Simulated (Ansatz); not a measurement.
Task: Co (hcp (Mg type), P6_3/mmc) is relaxed with PBEsol (plane waves, PAW; program Ansatz). What lattice parameters of the conventional cell result?

Result: a = 2.456 Å, c = 3.968 Å.

The PBEsol relaxation kept the symmetry of its start. The final state is ferromagnetic, chosen from 5 collinear starts compared on coarse meshes (ties went to the first, and starts can fall back to one state), not a proven ground state. Textbook magnetic order: ferromagnetic. Axis ratios of metals converge slowly with the k-mesh, so a and c are less sure than the volume.

Potentials: the earlier of the program's two PAW sets.
